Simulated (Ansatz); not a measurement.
# MgAlVS4, one structure, two calculations

Cell: a computed structure from the Materials Project (it need not be an observed phase).

Space group C2/m (No. 12); a = 12.6136, b = 7.2472, c = 7.1374 Å, β = 124.37°.

```csv
site,Wyckoff,site symmetry,x,y,z
Mg,4i,m,0.8740,0.0000,0.1237
Al,4f,-1,0.2500,0.2500,0.5000
V5,2d,2/m,0.5000,0.0000,0.5000
V6,2b,2/m,0.5000,0.0000,0.0000
S7,8j,1,0.5154,0.2308,0.2658
S8,4i,m,0.2626,0.0000,0.7386
S9,4i,m,0.2627,0.0000,0.2866
```

One atom of each set is listed; the run and its k-mesh use a cell of 14 atoms with edges of 7.27, 7.27, 7.14 Å.

First run. All values are calculated (Ansatz; DFT, PBE, plane waves and PAW, scalar-relativistic, collinear spin, 420 eV cutoff, Γ-centred 5×5×5 k-points, Fermi–Dirac smearing 0.02 eV), not measured. Start moments as typed (μB): 2 on each V, none on the rest.

```
site  V_zz (10²¹ V/m²)     η  m (μB)
  Mg              0.39  0.30    0.01
  Al              0.49  0.76    0.03
  V5             -4.94  0.31    1.66
  V6             -5.03  0.31    1.67
  S7              1.15  0.74   -0.04
  S8              1.53  0.70    0.00
  S9              1.52  0.69    0.00
```

Second run. The same atoms and settings, except that the mesh is 6×6×6 and the Fermi–Dirac smearing is 0.05 eV.

(1) Given the first result, estimate the second.

Results:

(1) 

| site | V_zz | η | change of V_zz | m (μB) |
| --- | --- | --- | --- | --- |
| Mg | 0.38 | 0.32 | -0.01 | 0.01 |
| Al | 0.47 | 0.83 | -0.02 | 0.03 |
| V5 | -4.82 | 0.41 | +0.12 | 1.66 |
| V6 | -4.90 | 0.41 | +0.13 | 1.67 |
| S7 | 1.11 | 0.74 | -0.04 | -0.03 |
| S8 | 1.49 | 0.61 | -0.04 | -0.01 |
| S9 | 1.47 | 0.59 | -0.05 | -0.01 |

The largest change of V_zz is on V6, from -5.03 to -4.90. In per cent, |V_zz| changes by -3 to -2 on V (all sites that start above 2).

Semilocal functionals can leave a metal where correlation in the d or f shell opens a gap in the real compound, and that would change the values at and beside V. All moments are parallel here, as the start or the cell imposes; many such compounds order antiparallel, where fields and spin densities carried over to other atoms largely cancel. The magnetic order is the one that the run reached from its start moments, not necessarily the measured one.
